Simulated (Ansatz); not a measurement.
SbPd (CsCl type, Pm-3m) at seven volumes, DFT-PBE in the program Ansatz with PAW potentials, scaled uniformly. One row is withheld.

```csv
V (Å³/atom),P (GPa)
18.079,?
18.675,7.66
19.271,3.49
19.867,0.00
20.463,-2.97
21.059,-5.49
21.655,-7.59
```

Fit the shown pressures and predict the withheld one.

P = (3/2)B₀(x^(7/2) − x^(5/2))[1 + (3/4)(B′ − 4)(x − 1)] with x = (V₀/V)^(2/3). Least squares on the six rows gives V₀ = 19.865 Å³/atom, B₀ = 107 GPa, B′ = 4.62. At V = 18.079, x = 1.0648 and P = 12.54 GPa. The run itself gave 12.74 GPa.

A made-up cell: these elements were put on the sites of a structure type; neither database checked (COD, Materials Project) lists it. COD files the formula under space group No. 194, so this cell is another polymorph or a model. Whether it is the stable phase at ambient conditions was not checked. Symmetry was held in the PBE relaxation; its stability against distortions is not shown here. No spin polarisation was allowed. Scalar-relativistic: spin–orbit coupling is off unless named, which matters more the heavier the elements.

Potentials: the earlier of the program's two PAW sets.
